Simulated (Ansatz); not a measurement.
CdO (rock salt)

```cif
data_Cd4O4
_chemical_formula_sum 'O4 Cd4'
_space_group_name_H-M_alt 'Fm-3m'
_space_group_IT_number 225
_space_group_name_Hall '-F 4 2 3'
_cell_length_a 4.76834
_cell_length_b 4.76834
_cell_length_c 4.76834
_cell_angle_alpha 90.000
_cell_angle_beta 90.000
_cell_angle_gamma 90.000
loop_
_atom_site_label
_atom_site_type_symbol
_atom_site_symmetry_multiplicity
_atom_site_Wyckoff_symbol
_atom_site_fract_x
_atom_site_fract_y
_atom_site_fract_z
_atom_site_occupancy
O1 O 4 a 0.00000 0.00000 0.00000 1
Cd1 Cd 4 b 0.50000 0.50000 0.50000 1
```
(The calculation used a cell of 2 atoms; values per cell refer to that cell.)

Equation-of-state scan: isotropic scaling of the cell above, V₀ being its volume. Symmetry pins the atoms to their sites.

Level of theory: PBE (plane waves to 420 eV, PAW, scalar-relativistic; Ansatz, a program for electronic structure). k mesh 12×12×12 (Γ-centred), Fermi-Dirac smearing 0.05 eV. E stands for the smeared free energy. Stress and pressure are positive under compression. CdO was relaxed with its symmetry unable to fall. The PAW data are Ansatz's earlier set. ΔE is measured from the relaxed starting cell.

The scan covers V/V₀ from 0.900 to 1.100 in 13 points.

**Question.** What bulk modulus B₀ follows from a third-order Birch-Murnaghan fit?

**Answer.** 126 GPa.

**Question.** What is the fitted pressure derivative B₀′?

**Answer.** 4.8.

(Under strain, the slope of the energy per volume gives the stress and its curvature an elastic modulus.)
